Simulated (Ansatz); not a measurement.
## LiF: modes and screening against the lattice constant

Method: Ansatz 0.2.0, DFT PBE, scalar-relativistic, plane waves, PAW. Cutoff 420 eV, 10×10×10 k-points (Γ-centred), fixed occupations. No spin polarisation. Phonons by linear response, acoustic sum rule imposed.

The cell is fixed (symmetry leaves no force on the atoms) and stands under 10.2 GPa:
```xyz
2
Lattice="0.0000 1.9551 1.9551 1.9551 0.0000 1.9551 1.9551 1.9551 0.0000" Properties=species:S:1:pos:R:3 pbc="T T T"
Li    0.0000    0.0000    0.0000
F     1.9551    1.9551    1.9551
```

The cell is the ideal cubic rocksalt prototype.

Problem. How do the optical zone-centre modes (counted from the lowest optical one, degenerate ones once; i marks imaginary ones; without the LO field) and the screening change over a = 3.910 and 4.130 Å?

Solution.
```
               a (Å)  3.910  4.130
      pressure (GPa)   10.2   -2.8
gap on the mesh (eV)   9.92   8.45
                  ε∞   2.08   2.04
                  ε0    7.3   14.0
       mode 1 (cm⁻¹)    367    227
```

Cost: 2 runs of about 0.11 core-minutes in all, on Intel Xeon 6975P-C (Granite Rapids) (shared hosts).